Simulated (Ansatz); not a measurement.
The calculation used DFT PBE, scalar-relativistic, plane waves, PAW (Ansatz). Settings: cutoff 420 eV, Γ-centred meshes spaced at most about 0.3 Å⁻¹, and about 0.25 Å⁻¹ or finer for metals (2π included), Gaussian smearing. No spin polarisation in the final relaxations.

These are static total energies at zero pressure.

Compare these two cells of La3Si2O, each relaxed at this level.

A.

Space group P6_3/mmc (No. 194). a = 7.055 Å, b = 7.055 Å, c = 13.400 Å, α = 90.00°, β = 90.00°, γ = 120.00°
```csv
atom,site,symmetry,x,y,z
La,6h,mm2,0.1840,0.8160,0.2500
Si,4e,3m.,0.0000,0.0000,0.0876
O,2b,-6m2,0.0000,0.0000,0.2500
```

B.

Space group Cmmm (No. 65). a = 7.437 Å, b = 14.650 Å, c = 4.361 Å, α = 90.00°, β = 90.00°, γ = 90.00°
```
atom  site  symmetry       x       y       z
  La    4e     ..2/m  0.2500  0.2500  0.0000
  La    2b       mmm  0.5000  0.0000  0.0000
  Si    4j       m2m  0.0000  0.3348  0.5000
   O    2c       mmm  0.5000  0.0000  0.5000
```

Problem. Which would you expect to be lower, and how large is the difference?

Solution. B is lower, by 0.87 eV/atom. A has space group P6_3/mmc (No. 194), 48.1 Å³/atom and no gap on its mesh; B has space group Cmmm (No. 65), 39.6 Å³/atom and no gap. Counting La or Si atoms around O (for each partner element, those within 1.25 times its shortest distance or 1.15 times the sum of covalent radii, where it is the nearest in units of that sum or under 1.3; a plus sign parts groups by distance over the sum of covalent radii), A has O 3+2 and B has O 2. A holds Si–Si pairs (shortest 2.35 Å); in B the shortest Si–Si distance is 4.36 Å. The denser one is the lower, and pressure would at first widen the difference. In A, La has 1 O at 2.25 Å and 2 Si at 3.13 Å; Si is surrounded by 1 O at 2.18 Å, 1 Si at 2.35 Å and 3 La at 3.13 Å; around O lie 2 Si at 2.18 Å and 3 La at 2.25 Å. In B, La on a site of symmetry 2/m has 4 Si at 3.12 Å; around Si lie 1 O at 2.42 Å and 6 La at 3.12–3.26 Å; O has 2 La at 2.18 Å and 2 Si at 2.42 Å; 1 more site not described. Both come from invented guesses. A third cell relaxed alike, in R-3m, lies 0.68 eV/atom below the lower of the two.

A magnetic state wasn't ruled out in cells without spin, among them P6_3/mmc, Cmmm. Cells relaxed within their symmetry can be saddle points.
